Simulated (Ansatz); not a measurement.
The start is a randomly generated symmetric cell of TaN (space group No. 105). A full variable-cell relaxation at zero pressure is run with r2SCAN (plane waves to 500 eV, PAW, scalar-relativistic; Ansatz, a quantum-chemistry and plane-wave program). The first steps use a coarse 7×7×5 k-mesh.

Starting cell:
```
TaN
1.0
    3.43248     0.00000     0.00000
    0.00000     3.43248     0.00000
    0.00000     0.00000     4.66360
N Ta
2 2
Cartesian
  0.00000   1.71624   3.56706
  1.71624   0.00000   1.23526
  0.00000   0.00000   3.87635
  0.00000   0.00000   1.54455
```

**Question.** How much energy is released per atom?

**Answer.** About 2.6 eV/atom.

**Question.** How does the volume change?

**Answer.** -4.3 %, from 13.74 to 13.15 Å³/atom.

**Question.** How do the shortest distances between atoms change?

**Answer.** The closest pairs of elements (up to four, under 3.6 Å), start → end: N–Ta 1.74 → 2.08 Å; Ta–Ta 2.33 → 2.84 Å; N–N 3.37 → 3.05 Å.

**Question.** Is the relaxed structure metallic? Give its gap.

**Answer.** No gap (metallic).

Final values are on a 15×15×8 k-mesh of the relaxed cell. The start holds a very short contact (Ta–N 1.74 Å). No spin polarisation in the result.

The run could not lose the symmetry of its start, so the end can be a saddle point.

The relaxed structure here is a generated cell of TaN: the first start was made by a random draw of sites in a space group, and the end was not matched to a known phase here, so it may be hypothetical. Known forms of TaN include space group No. 225.
